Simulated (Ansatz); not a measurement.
# MgInBr3 — ⁸¹Br NMR of the central transition

Cell: a COD entry, ions relaxed with PBE at fixed cell.

Space group Pnma (No. 62); a = 9.4395, b = 3.9538, c = 15.3744 Å.

| site | Wyckoff | site symmetry | x | y | z |
| --- | --- | --- | --- | --- | --- |
| Mg | 4c | .m. | 0.1617 | 0.2500 | 0.4451 |
| In | 4c | .m. | 0.4634 | 0.2500 | 0.6758 |
| Br9 | 4c | .m. | 0.2743 | 0.2500 | 0.2897 |
| Br13 | 4c | .m. | 0.0233 | 0.2500 | 0.6013 |
| Br17 | 4c | .m. | 0.6725 | 0.2500 | 0.4970 |

One atom of each set is listed.

All values are calculated (Ansatz; DFT, PBE, plane waves and PAW (field gradients read without the response of the frozen cores, which leaves them typically 4 to 6 % off), scalar-relativistic, 420 eV cutoff, Γ-centred 3×7×2 k-points, Fermi–Dirac smearing 0.02 eV), not measured.

⁸¹Br has I = 3/2 and Q = 257.9 mb (Pyykkö 2018); at 21.1 T its Larmor frequency is ν₀ = 243.5 MHz. Only the quadrupole interaction is simulated: positions count from each site's isotropic chemical shift, and shift anisotropy, dipolar and J coupling are left out.

Question: What does the ⁸¹Br spectrum (static powder) show for each site?

Answer: 

```
site                          first shell  C_Q (MHz)     η  P_Q (MHz)  δ_QIS (ppm)  breadth (kHz)
 Br9  1 Mg at 2.62 Å; also 2 In at 3.21 Å      -48.2  0.30       49.0        -1011           1578
Br13                       3 Mg at 2.73 Å      -22.3  0.37       22.8         -220            356
Br17            2 Mg at 2.67 Å, angle 95°      -59.8  0.49       62.1        -1629           2753
```

δ_QIS = −(ν_Q²/30ν₀²)[I(I+1) − 3/4](1 + η²/3) × 10⁶ ppm with ν_Q = 3|C_Q|/[2I(2I−1)]; it falls as 1/B₀² in ppm, and the breadth as 1/B₀ in kHz.

Hardware: 1 thread of Intel Xeon Platinum 8375C CPU @ 2.90GHz (Ice Lake) (x86_64; 48 cores open to the job, memory cap 3.0 GiB, no GPU), a shared host with a load of 0.7 a core. Wall time 70 s, CPU time 68 s, peak memory 1.2 GiB.
